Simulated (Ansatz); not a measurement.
YHg (Pm-3m), a sublattice moved along a line

Level of theory: DFT PBEsol, scalar-relativistic, plane waves, PAW (Ansatz 0.2.0). Cutoff 420 eV, Γ-centred 14×14×14 k-points, Gaussian smearing of 0.15 eV. Spin–orbit coupling is left out, which can shift energies with elements as heavy as these. No spin polarisation. Energies are free energies at this smearing, counted from the undisturbed cell; pressure is positive in compression.

The starting cell (as given, not relaxed at this level; it stands at -1.0 GPa, and it needn't be the usual structure):

```
Y Hg
1.0
     3.68200    0.00000    0.00000
     0.00000    3.68200    0.00000
     0.00000    0.00000    3.68200
Y Hg
1 1
Direct
  0.50000 0.50000 0.50000
  0.00000 0.00000 0.00000
```

Every Y atom is moved by x along the Cartesian unit vector (0.000, 0.000, 1.000); the cell and all other atoms stay fixed. The cell is metallic on the mesh throughout.

```csv
x (Å),ΔE (meV/cell),force along x on the moved atoms (eV/Å),pressure (GPa)
-0.2000,42.8,0.43,-0.3
-0.1000,10.8,0.21,-0.8
0.0000,0.0,0.00,-1.0
0.0250,0.7,-0.05,-1.0
0.0500,2.7,-0.11,-0.9
0.0750,6.1,-0.16,-0.9
0.1250,16.8,-0.27,-0.7
0.1500,24.2,-0.32,-0.6
0.1750,32.9,-0.37,-0.4
```

By symmetry 0.2000 repeats -0.2000, -0.1500 repeats 0.1500, 0.1000 repeats -0.1000, -0.0500 repeats 0.0500 in energy, with the opposite slope along the path.